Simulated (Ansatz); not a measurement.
NaI (rock salt)

```yaml
crystal:
  lattice:
    - [0.00000, 3.23007, 3.23007]
    - [3.23007, 0.00000, 3.23007]
    - [3.23007, 3.23007, 0.00000]
  atoms:
    - { symbol: I, position: [0.00000, 0.00000, 0.00000] }
    - { symbol: Na, position: [0.50000, 0.50000, 0.50000] }
```

Two coordinates are scanned: the volume, and the ratio of the stretch along z (the conventional c axis) to the stretch across it. Atoms keep their fractional coordinates.

Computed with r2SCAN (plane waves to 500 eV, PAW, scalar-relativistic; Ansatz, an electronic-structure program). k mesh 9×9×9 (Γ-centred), Fermi-Dirac smearing 0.05 eV. Compression counts positive. NaI was relaxed with its symmetry unable to fall. Spin-orbit coupling is left out, though I is heavy. 

```
σzz − σxx (GPa)       V/V₀ = 0.960  V/V₀ = 0.973  V/V₀ = 0.987  V/V₀ = 1.000  V/V₀ = 1.013  V/V₀ = 1.027  V/V₀ = 1.040
--------------------  ------------  ------------  ------------  ------------  ------------  ------------  ------------
(c/a)/(c/a)₀ = 0.960          1.51          1.41          1.31          1.22          1.13          1.05    (withheld)
(c/a)/(c/a)₀ = 0.973    (withheld)          0.91          0.84          0.78          0.73          0.67          0.62
(c/a)/(c/a)₀ = 0.987          0.47          0.44          0.41          0.38          0.35          0.33          0.30
(c/a)/(c/a)₀ = 1.000          0.00          0.00          0.00          0.00          0.00          0.00          0.00
(c/a)/(c/a)₀ = 1.013         -0.45         -0.42         -0.39         -0.36         -0.33         -0.31         -0.28
(c/a)/(c/a)₀ = 1.027         -0.87         -0.81         -0.75         -0.70         -0.65         -0.60         -0.55
(c/a)/(c/a)₀ = 1.040         -1.28         -1.19         -1.10         -1.02         -0.95         -0.87         -0.81
```

**Question.** Some entries are withheld; supply them.

**Answer.** 
- (c/a)/(c/a)₀ = 0.960, V/V₀ = 1.040: 0.97
- (c/a)/(c/a)₀ = 0.973, V/V₀ = 0.960: 0.98

(Under strain, the slope of the energy per volume gives the stress and its curvature an elastic modulus.)
